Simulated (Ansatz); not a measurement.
**Relaxing a structure of TaSi₂**

The start is a relaxed TaSi2 cell displaced along its unstable phonon at q = (½, 0, 0) of its primitive reciprocal cell (122i cm⁻¹), largest move 0.15 Å. Cell shape, volume and atoms are optimised at zero target pressure with PBE (plane waves to 420 eV, PAW, scalar-relativistic; Ansatz, a quantum-chemistry and plane-wave program). The first steps use a coarse 9×9×9 k-mesh.

Initial structure:
```yaml
crystal:
  lattice:
    - [0.00000, 6.05824, 6.05824]
    - [3.02912, 0.00000, 3.02912]
    - [3.02912, 3.02912, 0.00000]
  atoms:
    - { symbol: Ta, position: [0.98513, 0.00991, 0.00991] }
    - { symbol: Ta, position: [0.51487, 0.99009, 0.99009] }
    - { symbol: Si, position: [0.14644, 0.23570, 0.23570] }
    - { symbol: Si, position: [0.60356, 0.26430, 0.26430] }
    - { symbol: Si, position: [0.35356, 0.76430, 0.76430] }
    - { symbol: Si, position: [0.89644, 0.73570, 0.73570] }
```

- Largest initial force: 0.96 eV/Å, on Ta1, Ta2 (atoms numbered as listed)
- Energy released: 0.28 eV/atom
- Relative to the parent: It does not go back: it reaches R-3m (No. 166), 0.31 eV/atom below the parent
- Band gap at the end: zero (metallic)
- Optimiser moves: 16

Final structure:

```cif
data_Si12Ta6
_chemical_formula_sum 'Ta6 Si12'
_space_group_name_H-M_alt 'R-3m :H'
_space_group_IT_number 166
_space_group_name_Hall '-R 3 2"'
_cell_length_a 4.31340
_cell_length_b 4.31340
_cell_length_c 18.31422
_cell_angle_alpha 90.000
_cell_angle_beta 90.000
_cell_angle_gamma 120.000
loop_
_atom_site_label
_atom_site_type_symbol
_atom_site_symmetry_multiplicity
_atom_site_Wyckoff_symbol
_atom_site_fract_x
_atom_site_fract_y
_atom_site_fract_z
_atom_site_occupancy
Ta1 Ta 6 c 0.00000 0.00000 0.22005 1
Si1 Si 6 c 0.00000 0.00000 0.36489 1
Si2 Si 6 c 0.00000 0.00000 0.07696 1
```
(The calculation used a cell of 6 atoms; values per cell refer to that cell.)

Final values are on a 13×13×13 k-mesh of the relaxed cell. No spin polarisation in the result.

The run could not lose the symmetry of its start, so the end can be a saddle point.

The relaxed structure here is a generated cell of TaSi2: the first start was made by placing the elements on the sites of a structure type, and the end was not matched to a known phase here, so it may be hypothetical. Known forms of TaSi2 include space group No. 181.
